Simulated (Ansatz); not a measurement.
Nb2GaC:
```yaml
crystal:
  lattice:
    - [3.13852, 0.00000, 0.00000]
    - [-1.56926, 2.71804, 0.00000]
    - [0.00000, 0.00000, 13.54967]
  atoms:
    - { symbol: Nb, position: [0.66667, 0.33333, 0.90989] }
    - { symbol: Nb, position: [0.33333, 0.66667, 0.09011] }
    - { symbol: Nb, position: [0.33333, 0.66667, 0.40989] }
    - { symbol: Nb, position: [0.66667, 0.33333, 0.59011] }
    - { symbol: Ga, position: [0.66667, 0.33333, 0.25000] }
    - { symbol: Ga, position: [0.33333, 0.66667, 0.75000] }
    - { symbol: C, position: [0.00000, 0.00000, 0.00000] }
    - { symbol: C, position: [0.00000, 0.00000, 0.50000] }
```

Relaxed with r²SCAN.

**Question.** Map the electron localisation function on the plane through (0.667, 0.333, 0.910) spanned by u = [0, 0, 1] and v = [1, -1, 0] in lattice vectors, from r²SCAN in the plane-wave PAW code Ansatz.

**Answer.** x is the fraction of u, y of v (the angle between them is 90°; rows are the nearest grid lines); atoms in the plane: Nb at (0.00, 0.00), Nb at (0.18, 0.67), Nb at (0.50, 0.67), Nb at (0.68, 0.00), Ga at (0.34, 0.00), Ga at (0.84, 0.67), C at (0.09, 0.33), C at (0.59, 0.33).
```
y \ x   0.000  0.100  0.175  0.275  0.375  0.450  0.550  0.625  0.725  0.825  0.900   1.00
------  -----  -----  -----  -----  -----  -----  -----  -----  -----  -----  -----  -----
1.00    0.075  0.141  0.375  0.347  0.065  0.675  0.267  0.675  0.779  0.509  0.177  0.075
0.926   0.686  0.192  0.208  0.374  0.172  0.529  0.235  0.505  0.723  0.471  0.223  0.686
0.852   0.622  0.236  0.262  0.436  0.291  0.181  0.139  0.164  0.279  0.278  0.401  0.622
0.778   0.145  0.155  0.780  0.254  0.422  0.450  0.395  0.195  0.275  0.174  0.369  0.145
0.704   0.352  0.148  0.304  0.156  0.421  0.740  0.718  0.256  0.622  0.026  0.322  0.352
0.630   0.370  0.149  0.301  0.154  0.419  0.741  0.716  0.266  0.633  0.026  0.321  0.370
0.556   0.280  0.242  0.762  0.191  0.393  0.458  0.360  0.424  0.502  0.174  0.359  0.280
0.444   0.349  0.762  0.191  0.288  0.269  0.169  0.677  0.775  0.348  0.241  0.386  0.349
0.370   0.498  0.176  0.533  0.291  0.189  0.354  0.741  0.691  0.365  0.151  0.277  0.498
0.296   0.484  0.176  0.546  0.295  0.191  0.366  0.742  0.691  0.352  0.149  0.273  0.484
0.222   0.175  0.767  0.382  0.398  0.299  0.364  0.761  0.719  0.160  0.245  0.291  0.175
0.148   0.581  0.629  0.274  0.454  0.269  0.460  0.542  0.237  0.280  0.369  0.262  0.581
0.0741  0.676  0.235  0.301  0.371  0.170  0.602  0.312  0.488  0.725  0.470  0.202  0.676
0.000   0.075  0.141  0.375  0.347  0.065  0.675  0.267  0.675  0.779  0.509  0.177  0.075
```

The density is the valence pseudo-density with augmentation charge, so density and ELF within about 1 Å of a nucleus are not all-electron values.

Space group P6_3/mmc. The workflow started from a Materials Project entry (that database holds measured and hypothetical structures alike); the Crystallography Open Database copy checked does not list it. Whether it is the stable phase at ambient conditions was not checked. The cell was relaxed with r²SCAN under the symmetry of its start; of distortions, only those at the zone centre were tested. The run is not spin-polarised.

Potentials: the later of the program's two PAW sets.
